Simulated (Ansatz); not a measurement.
Consider the following.

Ba:
```yaml
crystal:
  lattice:
    - [0.00000, 3.08131, 3.08131]
    - [3.08131, 0.00000, 3.08131]
    - [3.08131, 3.08131, 0.00000]
  atoms:
    - { symbol: Ba, position: [0.00000, 0.00000, 0.00000] }
```

This is the PBEsol-relaxed structure.

Problem. All from PBEsol in the plane-wave PAW code Ansatz, unless another level is named. Estimate the bulk modulus (Birch–Murnaghan fit).

Solution. 8.2 GPa.

Problem. And the elastic constants (relaxed ions, GPa)?

Solution. C11 = 10.2, C12 = 7.4, C44 = 10.2.

Space group Fm-3m (fcc (Cu type)). The first step of the workflow began from a Materials Project structure, measured or hypothetical; the Crystallography Open Database copy checked does not list it. It is not the phase usual at ambient conditions (space group No. 229). The PBEsol relaxation kept the symmetry of its start; its stability against distortions is not shown here. As this level gives no gap, shear constants depend on the k-mesh and smearing (Fermi–Dirac, 0.1 eV here). Scalar-relativistic: spin–orbit coupling is off unless named, which matters more the heavier the elements.

Potentials: the later of the program's two PAW sets.
